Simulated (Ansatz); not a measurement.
System: HgTe (zinc blende type, first atom moved by 0.06 Å along [111]), 2 atoms in the cell.

```
CELL_PARAMETERS angstrom
0.00000 3.33000 3.33000
3.33000 0.00000 3.33000
3.33000 3.33000 0.00000
ATOMIC_POSITIONS crystal
Hg 0.00520 0.00520 0.00520
Te 0.25000 0.25000 0.25000
```

Code and potentials: Ansatz PAW hard set, 700 eV. Settings: k-mesh 4×4×4 Γ-centred; Fermi–Dirac smearing of 0.1 eV; no spin polarisation; no spin–orbit coupling. For HSE06: exchange singularity: Wigner-Seitz.

Plain PBE gives:

| Property | Result |
| --- | --- |
| Pressure | 0.28 GPa |

| atom | Fx (eV/Å) | Fy (eV/Å) | Fz (eV/Å) |
| --- | --- | --- | --- |
| Hg1 | -0.104 | -0.104 | -0.104 |
| Te2 | 0.104 | 0.104 | 0.104 |

**Question.** What changes under HSE06?

**Answer.** The pressure decreases by 1.432 GPa to -1.155 GPa; the forces move by 13 meV/Å (rms):

```json
{"atom": "Hg1", "Fx (eV/Å)": "-0.096", "Fy (eV/Å)": "-0.096", "Fz (eV/Å)": "-0.096"}
{"atom": "Te2", "Fx (eV/Å)": "0.096", "Fy (eV/Å)": "0.096", "Fz (eV/Å)": "0.096"}
```

The stress includes the program's correction for the finite plane-wave basis.

The k-mesh is coarse, so these values belong to this mesh and can lie far from the converged ones. Potentials made with PBE were used with another functional (at least in: Ansatz PAW hard set, 700 eV (HSE06)).
